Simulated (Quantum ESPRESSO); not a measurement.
```yaml
crystal:
  lattice:
    - [3.82421, 0.00000, 0.00000]
    - [-1.91210, 3.31186, 0.00000]
    - [0.00000, 0.00000, 6.71825]
  atoms:
    - { symbol: Ti, position: [0.00000, 0.00000, 0.00000] }
    - { symbol: Te, position: [0.66667, 0.33333, 0.74983] }
    - { symbol: Te, position: [0.33333, 0.66667, 0.25017] }
```
The geometry is a computed Materials Project entry, not a measured one. It is TiTe2 in P-3m1; whether this form has been observed was not checked. Stability against distortions was not tested. Forces on the atoms reach 0.22 eV/Å at this level. The layers lie 3.4 Å apart; this gap hangs on dispersion, and neither it nor the stacking was checked against the measured crystal. The run has no spin polarisation.

With PBE (a modified build of Quantum ESPRESSO; gradients by PAW reconstruction on its ground state; JTH PAW datasets, 20 Ha):

```tsv
quantity	PBE
Vzz Ti (a.u.)	-0.293
Vzz Te (a.u.)	-0.833
```

Cores are frozen. Ti, Te had no test against all-electron runs. Spin–orbit coupling is left out, a limit on Te. This crystal comes out metallic or nearly gapless here; its field gradients are sensitive to mesh and smearing. Static lattice: thermal averaging is not included.

Question: What does the LDA, on its own JTH datasets and the same geometry, give?

Answer: 
| quantity | LDA | LDA − PBE |
|---|---|---|
| Vzz Ti (a.u.) | -0.306 | -0.014 |
| Vzz Te (a.u.) | -0.791 | +0.042 |

As single numbers, gradients under 0.02 a.u. lie near what cutoff and mesh leave (some 0.003 a.u. in our sweeps).
